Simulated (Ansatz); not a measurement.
Relaxed candidate structures of TiBe$_{12}$:

A. I4/mmm (No. 139), tI26; a = 7.2986 Å, b = 7.2986 Å, c = 4.1269 Å, α = 90.00°, β = 90.00°, γ = 90.00°; Ti 2a (0.000, 0.000, 0.000); Be 8f (0.250, 0.250, 0.250); Be 8i (0.000, 0.351, 0.000); Be 8j (0.000, 0.217, 0.500)

B. P6/mmm (No. 191), hP13; a = 4.2122 Å, b = 4.2122 Å, c = 7.2936 Å, α = 90.00°, β = 90.00°, γ = 120.00°; Ti 1a (0.000, 0.000, 0.000); Be 2c (0.333, 0.667, 0.000); Be 2d (0.333, 0.667, 0.500); Be 2e (0.000, 0.000, 0.346); Be 6i (0.500, 0.500, 0.240)

Question: Put the candidates in order of energy per atom, lowest first, for PBEsol (plane waves to 420 eV, PAW, scalar-relativistic; Ansatz, an electronic-structure program).

Answer: A (reference, the lowest among the structures calculated here), B (+0.08 eV/atom)

Each run could gain symmetry but not lose that of its start, so entries can be saddle points.  Static energies at zero pressure. No spin polarisation in the result.
